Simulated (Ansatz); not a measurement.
## Ta4C3: energy along a strain

Ta4C3, Pm-3m, a = 4.425 Å. The structure is a Materials Project entry; whether it is the stable form wasn't checked. Ansatz: r2SCAN, PAW, 500 eV, Γ-centred 10×10×10 mesh on 7 atoms, Gaussian smearing 0.15 eV; no spin polarisation. Cell vectors (Å): 4.425 0.000 0.000; 0.000 4.425 0.000; 0.000 0.000 4.425. The cell is strained by x per cent times the pattern (0 0 0 0 1 0) in the order xx yy zz yz xz xy (engineering shears), with fractional coordinates held. y is the free energy over the start, V0 = 12.376 Å³/atom. Symmetry makes y even in x.

```
x (%) y (meV/atom)
-4.00             ?
-2.00          1.91
 0.00          0.00
 0.50          0.12
 1.00          0.48
 1.50          1.08
 2.50          2.99
 3.00          4.30
 3.50          5.84
```

Problem. Fit y = c2 x² + c4 x⁴ to the other rows, get the stiffness along the pattern, and predict the missing energy.

Solution. Least squares on the rows shown. y = 0.4796 x² − 0.0002294 x⁴. The clamped-ion stiffness p·C·p = 2 × 4.796 eV × 160.2 / 12.376 Å³ = 124 GPa, which is C55 in these axes (C44 of the cubic crystal). At x = -4.00 the fit asked for gives 7.61 meV/atom. The run gave 7.62 meV/atom, so the fit is 0.01 meV/atom too low, a small miss on the scale of the series.

Spin–orbit coupling is left out, which can shift energies with elements as heavy as these.

Cost: 9 runs of about 8 core-minutes in all, on Oxide Virtual Turin-like Processor (Zen 5) (shared hosts).